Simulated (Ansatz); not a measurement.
Input and command of a plane-wave DFT calculation in Ansatz:

```yaml
crystal:
  lattice:
    - [7.6671877233, 0.0, 0.0]
    - [-3.8335938617, 6.639979344, 0.0]
    - [0.0, 0.0, 26.7788453509]
  atoms:
    - { symbol: Si, position: [0.6666666667, 0.3333333333, 0.3762111423] }
    - { symbol: Si, position: [0.6666666667, 0.8333333333, 0.3762111423] }
    - { symbol: Si, position: [0.1666666667, 0.3333333333, 0.3762111423] }
    - { symbol: Si, position: [0.1666666667, 0.8333333333, 0.3762111423] }
    - { symbol: Si, position: [0.5, 0.5, 0.4054330547] }
    - { symbol: Si, position: [0.5, 0.0, 0.4054330547] }
    - { symbol: Si, position: [0.0, 0.5, 0.4054330547] }
    - { symbol: Si, position: [0.0, 0.0, 0.4054330547] }
    - { symbol: Si, position: [0.0083885945, 0.4898552124, 0.4930950879] }
    - { symbol: Si, position: [-0.0201630724, 0.0092659866, 0.4960498533] }
    - { symbol: Si, position: [0.4764234711, 0.5088783386, 0.4936694823] }
    - { symbol: Si, position: [0.4979778468, -0.0241982329, 0.4927399272] }
    - { symbol: Si, position: [0.8262616573, 0.6573390373, 0.5035864916] }
    - { symbol: Si, position: [0.8147894708, 0.1703731587, 0.5323948048] }
    - { symbol: Si, position: [0.3205636332, 0.6649843248, 0.5377273646] }
    - { symbol: Si, position: [0.330582175, 0.1575854298, 0.5021500263] }
    - { symbol: Cl, position: [0.6621042318, 0.3327363335, 0.2987741793] }
    - { symbol: Cl, position: [0.6681977458, 0.8343019165, 0.2988199117] }
    - { symbol: Cl, position: [0.1644465177, 0.3294023021, 0.2988676979] }
    - { symbol: Cl, position: [0.1608834082, 0.8338874009, 0.2987389107] }
    - { symbol: Cl, position: [0.3710863217, 0.2841421475, 0.6626000737] }
    - { symbol: Si, position: [0.6010982882, 0.2895988199, 0.6211193467] }
    - { symbol: Cl, position: [0.8174637134, 0.5938458834, 0.6110645702] }
    - { symbol: H, position: [0.6894276464, 0.1931501154, 0.651712256] }
    - { symbol: H, position: [0.4979952964, 0.2036056034, 0.571588692] }
basis:
  ecutwfc: 420
kpoints:
  mp_grid: { grid: [3, 3, 1] }
hamiltonian:
  xc: pbe
  dispersion: d3bj
scf:
  occupations: { method: gaussian, width: 0.05 }
output:
  forces: true
  eigenvalues: true
  write_density: true
  volumetric_format: npy
efield:
  axis: 3
  dipole_correction: true
  ramp_width: 0.04
```

```bash
ansatz run input.yaml --threads 4 --pin off --max-ram 10240MiB --backend cpu --events-out ev --progress --plain --runs-dir out
```

Processor: Intel(R) Xeon(R) Platinum 8259CL CPU @ 2.50GHz (Skylake/Cascade Lake), 4 threads, on a host shared with other jobs.

**Question.** How long does it run, and how much memory does it take?

**Answer.** About 15 s on 4 threads of Intel(R) Xeon(R) Platinum 8259CL CPU @ 2.50GHz (Skylake/Cascade Lake), on a shared host, peak memory 2.4 GiB. It solves 81 bands at 5 k points (the mesh reduced by the symmetry that the task leaves, which can be less than the crystal's) with about 26615 plane waves, in 9 SCF iterations.
